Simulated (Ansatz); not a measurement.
Geometry optimisation in Ansatz: input, command and trajectory.

```yaml
crystal:
  lattice:
    - [4.8795807617, 0.0, 0.0]
    - [-2.4397903808, 4.2258408995, 0.0]
    - [0.0, 0.0, 6.6669447719]
  atoms:
    - { symbol: Ta, position: [0.5, 0.0, 0.5] }
    - { symbol: Ta, position: [0.5, 0.5, 0.8333333333] }
    - { symbol: Ta, position: [0.0, 0.5, 0.1666666667] }
    - { symbol: Si, position: [0.1581780197, 0.3163560394, 0.5] }
    - { symbol: Si, position: [0.8418219803, 0.1581780197, 0.8333333333] }
    - { symbol: Si, position: [0.6836439606, 0.8418219803, 0.1666666667] }
    - { symbol: Si, position: [0.8418219803, 0.6836439606, 0.5] }
    - { symbol: Si, position: [0.1581780197, 0.8418219803, 0.8333333333] }
    - { symbol: Si, position: [0.3163560394, 0.1581780197, 0.1666666667] }
basis:
  ecutwfc: 500
kpoints:
  mp_grid: { grid: [12, 12, 6] }
hamiltonian:
  xc: r2scan
scf:
  occupations: { method: gaussian, width: 0.1 }
output:
  forces: true
  stress: true
  eigenvalues: true
relax:
  adjacent_minimum: "off"
  f_tol: 0.01
  max_steps: 30
  cell: { stress_tol: 0.1, fix: [volume] }
```

```bash
ansatz run input.yaml --threads 2 --pin off --max-ram 5120MiB --backend cpu --events-out ev --progress --plain --runs-dir out
```

Computed with DFT r2SCAN, scalar-relativistic, plane waves, PAW (Ansatz).

The volume is held at 1.06 times that of the relaxed cell.

Of 4 frames 3 are shown, positions in Å and forces in eV/Å; the SCF threshold varies from step to step. Steps run on the plane waves of an earlier cell, with a Pulay correction in the pressure. The basis is chosen afresh for the last frame, the zero of the energies, and at times for earlier ones too; energy and pressure step there, also at an unchanged geometry.

```xyz
9
Lattice="4.8796 0.0000 0.0000 -2.4398 4.2258 0.0000 0.0000 0.0000 6.6669" Properties=species:S:1:pos:R:3:forces:R:3 pbc="T T T" step=1 free_energy_over_end_meV_per_atom=0.15 pressure_GPa=-10.06
Ta    2.4398    0.0000    3.3335    0.0000    0.0000    0.0000
Ta    1.2199    2.1129    5.5558    0.0000    0.0000    0.0000
Ta   -1.2199    2.1129    1.1112    0.0000    0.0000    0.0000
Si    0.0000    1.3369    3.3335    0.0000    0.0012    0.0000
Si    3.7218    0.6684    5.5558   -0.0010    0.0006    0.0000
Si    1.2820    3.5574    1.1112   -0.0010   -0.0006    0.0000
Si    2.4398    2.8890    3.3335    0.0000   -0.0012    0.0000
Si   -1.2820    3.5574    5.5558    0.0010   -0.0006    0.0000
Si    1.1578    0.6684    1.1112    0.0010    0.0006    0.0000
9
Lattice="4.8892 0.0000 0.0000 -2.4446 4.2342 0.0000 0.0000 0.0000 6.6408" Properties=species:S:1:pos:R:3:forces:R:3 pbc="T T T" step=2 free_energy_over_end_meV_per_atom=0.03 pressure_GPa=-9.90
Ta    2.4446    0.0000    3.3204    0.0000    0.0000    0.0000
Ta    1.2223    2.1171    5.5340    0.0000    0.0000    0.0000
Ta   -1.2223    2.1171    1.1068    0.0000    0.0000    0.0000
Si    0.0000    1.3387    3.3204    0.0000   -0.0057    0.0000
Si    3.7298    0.6693    5.5340    0.0050   -0.0029    0.0000
Si    1.2852    3.5648    1.1068    0.0050    0.0029    0.0000
Si    2.4446    2.8955    3.3204    0.0000    0.0057    0.0000
Si   -1.2852    3.5648    5.5340   -0.0050    0.0029    0.0000
Si    1.1593    0.6693    1.1068   -0.0050   -0.0029    0.0000
9
Lattice="4.8861 0.0000 0.0000 -2.4431 4.2315 0.0000 0.0000 0.0000 6.6491" Properties=species:S:1:pos:R:3:forces:R:3 pbc="T T T" step=4 free_energy_over_end_meV_per_atom=0.00 pressure_GPa=-9.96
Ta    2.4431    0.0000    3.3245    0.0000    0.0000    0.0000
Ta    1.2215    2.1158    5.5409    0.0000    0.0000    0.0000
Ta   -1.2215    2.1158    1.1082    0.0000    0.0000    0.0000
Si    0.0000    1.3379    3.3245    0.0000   -0.0008    0.0000
Si    3.7275    0.6689    5.5409    0.0007   -0.0004    0.0000
Si    1.2844    3.5626    1.1082    0.0007    0.0004    0.0000
Si    2.4431    2.8936    3.3245    0.0000    0.0008    0.0000
Si   -1.2844    3.5626    5.5409   -0.0007    0.0004    0.0000
Si    1.1586    0.6689    1.1082   -0.0007   -0.0004    0.0000
```

It took 4.7 min on 2 threads of Intel(R) Xeon(R) Processor @ 2.50GHz (Skylake/Cascade Lake) (shared host), peak memory 0.9 GiB.

Spin–orbit coupling is left out, which can shift energies with elements as heavy as these.